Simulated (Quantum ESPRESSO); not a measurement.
# Mo5Zr2Li: one composition in several site orders

Computed values, not a measurement. The program is pw.x of Quantum ESPRESSO 7.5 (plane-wave density functional theory). The cell is made up: eight metal atoms on a face-centred cubic lattice, with elements, volume, strain and displacements drawn at random and not relaxed, so it may be unstable or far from any real phase. PseudoDojo standard norm-conserving files set the functional (PBE unless stated); there is no spin polarisation or spin-orbit coupling, the Fermi-Dirac width of 0.25 eV means electrons at about 2900 K, and the masses in the input are unused placeholders. A spin test at this wide smearing found no moment, but such smearing suppresses magnetism that the real alloy may have.

The runs put one composition on the sites in different orders. Cell, positions, cutoff, mesh and smearing stay as in the input of run 1; sites are counted in its order. Stress in the tables is positive in tension.

Input of run 1:

```
&control calculation='scf', pseudo_dir='./dojo.nc.sr.pbe.v0_5.standard.upf', outdir='./o', disk_io='minimal', tprnfor=.true., tstress=.true. /
&system ibrav=0, nat=8, ntyp=3, nbnd=66, ecutwfc=79.96652505, nosym=.true., tot_charge=0,
 occupations='smearing', smearing='fd', degauss=0.0183746611
/
&electrons conv_thr=1.470e-08, electron_maxstep=70, mixing_beta=0.5 /
ATOMIC_SPECIES
Li 1.0 Li.upf
Mo 1.0 Mo.upf
Zr 1.0 Zr.upf
CELL_PARAMETERS angstrom
0.0 0.0 -4.2123
-4.2123 0.0 0.0
2.1061 8.4245 2.1061
ATOMIC_POSITIONS angstrom
Mo 0.0647 0.0029 -0.1109
Zr -2.0967 2.1493 0.0683
Zr -0.0451 4.3547 -0.058
Mo -2.1558 6.6117 -0.0781
Li -2.0316 -0.1151 -2.0992
Mo -0.0502 2.0754 -1.9998
Mo -2.1064 4.1414 -2.1509
Mo -0.3065 6.3224 -2.346
K_POINTS automatic
6 6 3 1 1 1
```

| run | elements on sites 1 to 8 | free energy less that of run 1 (eV) | -TS (eV) | pressure (GPa) | stress xx (GPa) | stress yy (GPa) | stress zz (GPa) | stress yz (GPa) | stress xz (GPa) | stress xy (GPa) | iterations |
| --- | --- | --- | --- | --- | --- | --- | --- | --- | --- | --- | --- |
| 1 | Mo Zr Zr Mo Li Mo Mo Mo | 0.000 | -2.075 | -7.88 | 6.69 | 7.85 | 9.09 | 0.24 | 0.73 | 0.76 | 19 |
| 2 | Mo Zr Mo Zr Li Mo Mo Mo | 0.029 | -2.118 | -8.39 | 7.14 | 10.52 | 7.50 | 0.96 | 0.27 | 0.50 | 20 |
| 3 | Li Zr Zr Mo Mo Mo Mo Mo | -0.113 | -2.029 | -8.30 | 10.59 | 7.81 | 6.50 | 0.57 | 0.53 | 1.58 | 19 |
| 4 | Mo Mo Li Mo Mo Mo Zr Zr | 0.244 | -2.150 | -6.88 | 6.28 | 6.60 | 7.76 | -1.05 | 0.63 | -1.17 | 20 |
| 5 | Mo Zr Mo Zr Mo Li Mo Mo | 0.579 | -2.231 | -5.88 | 6.31 | 4.92 | 6.42 | -0.18 | 0.85 | -0.15 | 20 |
| 6 | Mo Zr Li Zr Mo Mo Mo Mo | 0.373 | -2.131 | -5.59 | 5.15 | 9.18 | 2.43 | -2.46 | 0.52 | -0.41 | 20 |

Forces Fx Fy Fz (eV/Å):

| site | run 1 | run 2 | run 3 | run 4 | run 5 | run 6 |
| --- | --- | --- | --- | --- | --- | --- |
| 1 | -0.47 -0.47 0.17 | -0.29 0.86 0.15 | -0.31 0.06 0.39 | -0.64 1.21 0.57 | -0.08 0.66 0.40 | -0.19 1.07 0.49 |
| 2 | -0.10 -1.48 -0.04 | -0.08 -0.60 -0.04 | -0.14 -1.58 0.07 | 0.12 -1.51 -0.19 | 0.06 -0.15 -0.27 | -0.13 0.17 0.03 |
| 3 | 0.52 0.31 -0.08 | 0.19 0.04 0.10 | 0.51 0.53 -0.10 | 0.17 -0.71 -0.17 | 0.16 -0.24 0.19 | 0.07 -0.28 -0.09 |
| 4 | 0.42 -0.15 0.15 | -0.62 -1.30 -0.75 | 0.17 -0.17 -0.02 | -0.95 0.32 -0.66 | -1.16 -2.67 -1.10 | -0.69 -2.58 -0.96 |
| 5 | -0.39 0.43 -0.31 | -0.45 0.96 -0.24 | -0.44 -0.51 -0.23 | 0.26 1.64 -0.52 | -0.24 1.55 0.37 | -0.18 1.38 -0.03 |
| 6 | 0.37 -0.59 -0.26 | 0.45 -0.40 -0.09 | 0.09 -0.41 -0.58 | 0.30 -0.45 -0.27 | 0.26 0.02 -0.36 | 0.29 -0.24 -0.50 |
| 7 | -0.24 0.91 0.03 | -0.20 0.91 0.09 | -0.23 1.02 0.05 | -1.00 -0.89 0.30 | -0.15 1.22 0.25 | 0.08 0.21 0.17 |
| 8 | -0.09 1.03 0.34 | 1.00 -0.48 0.79 | 0.36 1.07 0.42 | 1.75 0.38 0.94 | 1.14 -0.39 0.52 | 0.75 0.26 0.88 |

The sites are displaced and not relaxed, so the energy differences hold strain from misfit and are not ordering energies. A rerun of one cell of this series at a higher cutoff and on a denser mesh moved values by no more than 0.002 eV in energy, 0.03 GPa in stress and 0.005 eV/Å in force, and a second program with other atomic files agreed on that cell to 2 % rms in force and 0.5 GPa in pressure.